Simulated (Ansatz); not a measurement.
Starting cell, Al2Cu (Al2Cu type, space group I4/mcm):

```xyz
6
Lattice="-3.0297 3.0297 2.4372 3.0297 -3.0297 2.4372 3.0297 3.0297 -2.4372" Properties=species:S:1:pos:R:3 pbc="T T T"
Al     3.9888     0.9591     0.0000
Al     0.9591     2.0707     0.0000
Al     2.0707     0.9591     2.4372
Al    -0.9591     2.0707     2.4372
Cu     0.0000     0.0000     3.6559
Cu     0.0000     0.0000     1.2186
```

Two-dimensional scan of atom 2 (Al, nearest neighbour Cu at 2.587 Å; its periodic images, 4.9 Å or more away, move with it): u runs along (1.000, 0.000, 0.000), v along (0.000, 1.000, 0.000) (Cartesian). Cell and other atoms are fixed.

Level of theory: PBE (plane waves to 420 eV, PAW, scalar-relativistic; Ansatz, a program for electronic structure). k mesh 10×10×10 (Γ-centred), Fermi-Dirac smearing 0.05 eV. Energies are smeared free energies. Points where atoms come too close for the PAW data are left out (x in tables, blank in figures). With partly filled bands, energies and forces of such displacements shift with the k mesh and the smearing. Fu and Fv are the components of the force on the atom. Al2Cu is run without spin polarisation. Al2Cu was relaxed with its symmetry unable to fall. ΔE is measured from the undisplaced structure. Axes are in Å.

ΔE (eV/cell), with u across and v down:

```
v \ u   -0.650  -0.325  0.000  0.325  0.650
------  ------  ------  -----  -----  -----
-0.650       x   2.515  1.472  0.947  1.142
-0.325   1.492   0.718  0.309  0.321  0.947
0.000    1.039   0.264  0.000  0.309  1.472
0.325    2.124   0.744  0.264  0.718  2.515
0.650        x   2.124  1.039  1.492      x
```

Fu (eV/Å), with u across and v down:

```csv
v \ u,-0.650,-0.325,0.000,0.325,0.650
-0.650,x,3.79,2.51,0.63,-2.04
-0.325,3.00,1.82,0.67,-0.83,-3.25
0.000,3.23,1.59,0.01,-2.05,-5.39
0.325,5.73,2.82,0.13,-3.13,-8.37
0.650,x,5.87,0.97,-3.96,x
```

Derived quantities:

* **Lowest place on the grid**: u = 0.000 Å, v = 0.000 Å (0 meV/cell)

The 25 points together took around 8 core-minutes (rough).

(A displaced cell: forces are minus the slopes of the energy, force constants its curvatures, and phonons follow from these.)
